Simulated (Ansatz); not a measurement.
ReC (zinc blende, space group No. 216), a = b = c = 4.6371 Å, α = β = γ = 90.00°; the cell used has 2 atoms.

Relaxed with PBE.

Question: Which orbitals make up the states near the Fermi level in PBE in the plane-wave PAW code Ansatz?

Answer: Within 0.5 eV of the Fermi level: Re 5d 93 %, C 2p 5 %. Projections are on Löwdin-orthogonalised atomic valence shells; empty p or d shells of many metals are not among them.

Question: Tabulate the density of states.

Answer: States/eV per cell of 2 atoms, in 0.25 eV bins, energy from the Fermi level.

```csv
E (eV),total,Re 5d,C 2p,Re 6s
-7.85,0.00,0.00,0.00,0.00
-7.60,0.00,0.00,0.00,0.00
-7.35,0.31,0.14,0.14,0.02
-7.10,0.60,0.27,0.27,0.05
-6.85,0.84,0.38,0.38,0.06
-6.60,1.21,0.55,0.54,0.09
-6.35,1.88,0.83,0.86,0.13
-6.10,1.53,0.63,0.75,0.09
-5.85,1.42,0.54,0.75,0.07
-5.60,1.07,0.47,0.53,0.03
-5.35,3.18,1.67,1.40,0.06
-5.10,2.83,1.44,1.28,0.07
-4.85,1.94,0.94,0.91,0.05
-4.60,1.51,0.71,0.73,0.04
-4.35,1.23,0.56,0.62,0.03
-4.10,1.04,0.45,0.55,0.02
-3.85,0.90,0.36,0.49,0.02
-3.60,0.79,0.30,0.45,0.02
-3.35,0.86,0.34,0.48,0.02
-3.10,0.83,0.37,0.43,0.01
-2.85,0.04,0.01,0.02,0.00
-2.60,0.17,0.13,0.03,0.00
-2.35,0.86,0.55,0.19,0.02
-2.10,1.15,0.72,0.28,0.02
-1.85,0.91,0.69,0.14,0.02
-1.60,1.00,0.82,0.12,0.02
-1.35,1.31,1.17,0.10,0.01
-1.10,1.14,1.03,0.07,0.01
-0.85,0.73,0.66,0.05,0.01
-0.60,1.04,0.97,0.05,0.01
-0.35,1.67,1.53,0.10,0.02
-0.10,2.27,2.06,0.15,0.03
0.15,2.63,2.46,0.11,0.03
0.40,0.91,0.88,0.02,0.01
0.65,0.31,0.27,0.01,0.01
0.90,1.18,0.79,0.18,0.07
1.15,1.83,1.23,0.35,0.08
1.40,1.05,0.62,0.28,0.03
1.65,0.85,0.45,0.28,0.01
1.90,0.42,0.21,0.15,0.01
2.15,0.27,0.13,0.10,0.00
2.40,0.28,0.14,0.10,0.00
2.65,0.37,0.19,0.12,0.00
2.90,0.47,0.25,0.14,0.00
3.15,0.67,0.37,0.16,0.01
3.40,0.80,0.43,0.19,0.02
3.65,0.97,0.50,0.23,0.03
3.90,1.10,0.55,0.28,0.04
4.15,1.16,0.54,0.33,0.06
4.40,1.38,0.58,0.43,0.10
4.65,1.41,0.63,0.51,0.05
```

Space group F-43m (zinc blende). The start of the workflow was typed in or built on a structure type; neither database checked (COD, Materials Project) lists it. Its standing as an ambient phase is unchecked. Symmetry was held in the PBE relaxation; its stability against distortions is not shown here. No spin polarisation was allowed. Its formation energy is positive at this level, so the cell may be metastable or incomplete. Spin–orbit coupling is left out wherever it is not named.

Potentials: the earlier of the program's two PAW sets.
